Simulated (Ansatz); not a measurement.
# ¹⁷O NMR of the central transition in SiP₂O₇

Cell: a structure deposited in the COD, its atoms then relaxed with PBE in this cell.

Space group P2_1/c (No. 14); a = 4.3042, b = 7.1505, c = 6.2987 Å, β = 103.80°.

| site | Wyckoff | site symmetry | x | y | z |
| --- | --- | --- | --- | --- | --- |
| Si | 2b | -1 | 0.5000 | 0.5000 | 0.5000 |
| P | 4e | 1 | 0.8865 | 0.6120 | 0.1837 |
| O7 | 4e | 1 | 0.6455 | 0.4877 | 0.2601 |
| O11 | 4e | 1 | 0.7370 | 0.7946 | 0.0906 |
| O15 | 4e | 1 | 0.1899 | 0.6460 | 0.3628 |
| O19 | 2c | -1 | 0.0000 | 0.5000 | 0.0000 |

One atom of each set is listed.

The numbers come from a DFT calculation in Ansatz (PBE, plane waves and PAW (field gradients read without the response of the frozen cores, which leaves them typically 4 to 6 % off), scalar-relativistic, 420 eV cutoff, Γ-centred 6×3×4 k-points, Fermi–Dirac smearing 0.02 eV).

¹⁷O has I = 5/2 and Q = -25.58 mb (Pyykkö 2018); at 16.4 T its Larmor frequency is ν₀ = 94.7 MHz. Only the quadrupole interaction is simulated: positions count from each site's isotropic chemical shift, and shift anisotropy, dipolar and J coupling are left out.

Simulated pattern of one O site (static powder, Gaussian broadening 2 kHz):

(offset (kHz), height): (-27.80, 1), (-25.88, 34), (-23.96, 100), (-22.03, 86), (-20.11, 60), (-18.19, 50), (-16.27, 45), (-14.35, 41), (-12.42, 39), (-10.50, 37), (-8.58, 36), (-6.66, 35), (-4.74, 34), (-2.81, 34), (-0.89, 33), (1.03, 28), (2.95, 28), (4.87, 30), (6.80, 34), (8.72, 39), (10.64, 51), (12.56, 79), (14.49, 42), (16.41, 1)

Q: Which |C_Q| and η does the pattern imply?

A: The pattern spans 39.8 kHz before broadening and its centre of gravity is at -7.35 kHz, which fixes P_Q; the places of the horns and steps fix η. That gives P_Q = 10.8 MHz, |C_Q| = 10.8 MHz and η = 0.04, the values that the calculation gives site O19 (2 P at 1.58 Å, angle 180°). The other sites have |C_Q| = 7.71, 8.81, 7.90 MHz. The sign of C_Q can't be read from the pattern.

At O19 V_zz points along the line of its two bonds (within 3°).

At this cell the PBE pressure is 6 GPa, so with PBE the cell would grow if it were relaxed.
